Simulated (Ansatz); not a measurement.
# Property card for AlBO₃

AlBO₃:
```
CELL_PARAMETERS angstrom
      2.23766     1.29191     4.57911
     -2.23766     1.29191     4.57911
      0.00000    -2.58383     4.57911
ATOMIC_POSITIONS crystal
  Al 0.50000 0.50000 0.50000
  Al 0.00000 0.00000 0.00000
  B  0.75000 0.75000 0.75000
  B  0.25000 0.25000 0.25000
  O  0.75000 0.44126 0.05874
  O  0.25000 0.55874 0.94126
  O  0.05874 0.75000 0.44126
  O  0.94126 0.25000 0.55874
  O  0.44126 0.05874 0.75000
  O  0.55874 0.94126 0.25000
```

Space group R-3c (No. 167); conventional cell a = 4.475 Å, b = 4.475 Å, c = 13.737 Å, α = 90.00°, β = 90.00°, γ = 120.00°.

Method: DFT-PBEsol in the program Ansatz with PAW potentials. Geometry: relaxed at this level of theory. Other levels are named where they apply.

Cell and energy:

```json
{
  "volume_per_atom": "7.94 Å³",
  "density": "3.59 g/cm³",
  "Formation energy from the elements (no fitted shifts)": "-2.75 eV/atom"
}
```

Electronic structure:

```json
{
 "band_gap": "5.80 eV (indirect)",
 "valence_band_maximum": "at Γ",
 "conduction_band_minimum": "on the Γ–T line, 48 % of the way from Γ (2 equivalent valleys)",
 "smallest_direct_gap_on_the_standard_path": "5.92 eV",
 "electron_effective_mass": "0.89, 0.89, 0.97 mₑ (principal values)",
 "Hole effective mass, band 1 of 2 at the edge": "2.9 along x, 2.3 along z (mₑ)",
 "Hole effective mass, band 2 of 2 at the edge": "0.62 along x, 2.3 along z (mₑ)",
 "HSE06 gap on the PBEsol cell": "7.91 eV"
}
```

Mechanics:

```json
{
  "Bulk modulus (Birch–Murnaghan fit)": "209 GPa",
  "Pressure derivative B′": "4.2",
  "Elastic constants (relaxed ions, GPa)": "C11 = 503, C12 = 145, C13 = 93.1, C14 = 23.8, C33 = 328, C44 = 112",
  "mechanical_stability": "stable (all eigenvalues of C positive)",
  "hill_bulk_and_shear_moduli": "216 and 142 GPa",
  "Young's modulus": "349 GPa",
  "Poisson's ratio": "0.23",
  "debye_temperature_from_the_elastic_constants": "1040 K"
}
```

Dielectric response:

```json
{
 "Electronic dielectric constant ε∞ (DFPT)": "3.35 (xx = yy), 3.06 (zz)",
 "Static dielectric constant ε0 (ions relaxed, cell fixed)": "8.63 (xx = yy), 8.51 (zz)",
 "Born charges (a third of the trace)": "Al +3.18, B +2.27, O -1.82 e"
}
```

Phonons:

```json
{
  "Highest zone-centre frequency (without LO–TO term)": "1250 cm^-1",
  "zone_centre_stability": "no imaginary mode at Γ",
  "dynamical_stability_on_the_path": "stable (no imaginary branch)",
  "zero_point_energy": "111.3 meV/atom",
  "Vibrational entropy at 300 K": "9.7 J/(K·mol of atoms)"
}
```

The workflow started from a Materials Project entry (that database holds measured and hypothetical structures alike); the Crystallography Open Database files this formula in space group No. 167, but the cells were not matched. Its standing as an ambient phase is unchecked. Symmetry was held in the PBEsol relaxation. The references are the lowest solids computed at this level, not always the standard phases (solids in place of the gases).

Potentials: the later of the program's two PAW sets.
